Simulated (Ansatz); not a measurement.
Al₂Ru:
```
CELL_PARAMETERS angstrom
      0.00000     3.95791     4.35079
      2.33230     0.00000     4.35079
      2.33230     3.95791     0.00000
ATOMIC_POSITIONS crystal
  Al 0.07886 0.42114 0.07886
  Al 0.42114 0.07886 0.42114
  Al 0.17114 0.82886 0.17114
  Al 0.82886 0.17114 0.82886
  Ru 0.75000 0.75000 0.75000
  Ru 0.50000 0.50000 0.50000
```

Relaxed with LDA.

Problem. List the phonon frequencies at the special points (DFPT on a 3×3×3 q-mesh, Fourier-interpolated; DFT-LDA in the program Ansatz with PAW potentials).

Solution. In cm⁻¹; no LO–TO term at Γ, as the run had none.

```tsv
q	frequencies
Γ	0 0 0 135 183 211 228 245 247 248 271 302 351 357 386 397 418 475
Y	127 127 139 139 214 214 216 216 260 260 286 286 384 384 385 385 450 450
T	160 160 161 161 199 199 227 227 277 277 286 286 344 344 396 396 440 440
Z	114 114 172 172 223 223 230 230 246 246 327 327 340 340 411 411 421 421
Σ0	154 160 163 170 178 208 222 249 274 276 295 308 323 365 371 374 441 462
U0	154 160 163 170 178 208 222 249 274 276 295 308 323 365 371 374 441 462
C0	157 157 176 176 187 187 225 225 242 242 318 318 340 340 396 396 441 441
A0	157 157 176 176 187 187 225 225 242 242 318 318 340 340 396 396 441 441
L	149 160 166 189 196 202 210 219 247 272 301 328 352 364 375 396 423 461
```

Space group Fddd. The workflow started from a Materials Project entry (that database holds measured and hypothetical structures alike); the Crystallography Open Database copy checked does not list it. With Al and Ru taken as one species the cell has the higher symmetry Fddd, so it may be an ordered model of a mixed-site phase. Its standing as an ambient phase is unchecked. The LDA relaxation kept the symmetry of its start; phonons on a q-mesh show no instability. The run is not spin-polarised.

Potentials: the later of the program's two PAW sets.
